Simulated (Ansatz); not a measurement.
Starting cell, Ti (hcp, Mg type):

```
CELL_PARAMETERS angstrom
      2.93627     0.00000     0.00000
     -1.46813     2.54288     0.00000
      0.00000     0.00000     4.63716
ATOMIC_POSITIONS crystal
  Ti 0.33333 0.66667 0.75000
  Ti 0.66667 0.33333 0.25000
```

Scan: atom 2 (Ti, nearest neighbour Ti at 2.872 Å; its periodic images, 2.9 Å or more away, move with it) is displaced along Cartesian x, direction (1.000, 0.000, 0.000) in Cartesian axes, by s. The other atoms stay.

All values below come from r2SCAN (plane waves to 500 eV, PAW, scalar-relativistic; Ansatz, a program for electronic structure). k mesh 15×15×8 (Γ-centred), Fermi-Dirac smearing 0.05 eV. Energies are smeared free energies. With partly filled bands, energies and forces of such displacements shift with the k mesh and the smearing. F∥ is the force on the atom along that direction. The PAW data are Ansatz's earlier set. Ti is run without spin polarisation. Ti was relaxed with its symmetry unable to fall. ΔE is measured from the undisplaced structure.

Q: What ΔE (meV/cell) and F∥ (eV/Å) does the calculation give at s (Å) = -0.860, -0.688, 0.344, 0.516, 0.860?

A: 
| s (Å) | ΔE (meV/cell) | F∥ (eV/Å) |
|---|---|---|
| -0.860 | 350 | 0.446 |
| -0.688 | 266 | 0.523 |
| 0.344 | 95 | -0.451 |
| 0.516 | 177 | -0.497 |
| 0.860 | 350 | -0.446 |

(For displaced atoms, the force is minus the slope of the energy, and its curvature is a force constant, which sets phonon frequencies.)
